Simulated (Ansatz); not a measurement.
Relaxed-ion elastic tensor of BP (CsCl type, space group No. 221) in GPa (Voigt order), the program Ansatz at the PBE level (PAW); density 3.47 g/cm³, 10.00 Å³ per atom.

```
  135    133    133    0.0    0.0    0.0
  133    135    133    0.0    0.0    0.0
  133    133    135    0.0    0.0    0.0
  0.0    0.0    0.0  -41.2    0.0    0.0
  0.0    0.0    0.0    0.0  -41.2    0.0
  0.0    0.0    0.0    0.0    0.0  -41.2
```

Problem. Is the crystal mechanically stable?

Solution. No: the smallest eigenvalue of C is -41.2 GPa.

Space group Pm-3m (CsCl type). The cell is a constructed one: a structure type filled with these elements; neither database checked (COD, Materials Project) lists it. It is not the phase usual at ambient conditions (space group No. 216). The cell was relaxed with PBE under the symmetry of its start. At this level the phase is dynamically unstable (imaginary phonons). As this level gives no gap, shear constants depend on the k-mesh and smearing (Fermi–Dirac, 0.1 eV here).

Potentials: the later of the program's two PAW sets.
